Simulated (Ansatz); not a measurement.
GePt:
```xyz
8
Lattice="5.7747 0.0000 0.0000 0.0000 3.7201 0.0000 0.0000 0.0000 6.1101" Properties=species:S:1:pos:R:3 pbc="T T T"
Pt     2.8715     0.9300     4.2358
Pt     5.7588     0.9300     4.9294
Pt     2.9032     2.7901     1.8744
Pt     0.0159     2.7901     1.1807
Ge     3.9647     0.9300     0.5349
Ge     1.0774     0.9300     2.5202
Ge     1.8099     2.7901     5.5752
Ge     4.6973     2.7901     3.5900
```

Relaxed with r²SCAN. Special points in fractions of this cell's reciprocal vectors: Γ (0.000, 0.000, 0.000); X (0.500, 0.000, 0.000); S (0.500, 0.500, 0.000); Y (0.000, 0.500, 0.000); Z (0.000, 0.000, 0.500); U (0.500, 0.000, 0.500); R (0.500, 0.500, 0.500); T (0.000, 0.500, 0.500).

Task: List the band energies nearest the Fermi level at these points for r²SCAN with spin–orbit coupling in the plane-wave PAW code Ansatz.

Result: In eV from the Fermi level; about four levels below and three above (degenerate sets whole), none deeper than 8.9 eV; points with the same levels are listed once.

| k | below | above |
|---|---|---|
| Γ | -1.48 -1.48 -0.97 -0.97 | 0.62 0.62 1.11 1.11 |
| X | -2.46 -2.46 -2.46 -2.46 | 0.02 0.02 0.02 0.02 |
| S | -1.89 -1.89 -1.89 -1.89 | 0.64 0.64 0.64 0.64 |
| Y | -0.20 -0.20 -0.20 -0.20 | 2.19 2.19 2.19 2.19 |
| Z | -0.09 -0.09 -0.09 -0.09 | 1.05 1.05 1.05 1.05 |
| U | -1.39 -1.39 -1.39 -1.39 | 0.68 0.68 0.68 0.68 |
| R | -2.45 -2.45 -2.45 -2.45 | 2.54 2.54 2.54 2.54 |
| T | -2.17 -2.17 -2.17 -2.17 | 0.39 0.39 0.39 0.39 |

Space group Pnma. The r²SCAN relaxation kept the symmetry of its start. No spin polarisation was allowed.

Potentials: the later of the program's two PAW sets.
